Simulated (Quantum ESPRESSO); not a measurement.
```
CELL_PARAMETERS angstrom
      2.06152     1.19022     7.40733
     -2.06152     1.19022     7.40733
      0.00000    -2.38044     7.40733
ATOMIC_POSITIONS crystal
  S  0.26311 0.26311 0.26311
  S  0.73689 0.73689 0.73689
  Tl 0.50000 0.50000 0.50000
  Bi 0.00000 0.00000 0.00000
```

The geometry is that of Materials Project entry mp-554310, symmetrised and not relaxed again.

What does norm-conserving LDA (Quantum ESPRESSO, 70 Ry, scalar-relativistic) give for the electronic structure near the Fermi level?

The LDA gap is direct, 0.34 eV at Γ. Spin-orbit coupling is left out; with 6p states at a band edge it can lower the gap by many tenths of an eV, most of a small gap. So small a LDA gap in heavy elements may be inverted, where one-shot corrections to single bands mislead.
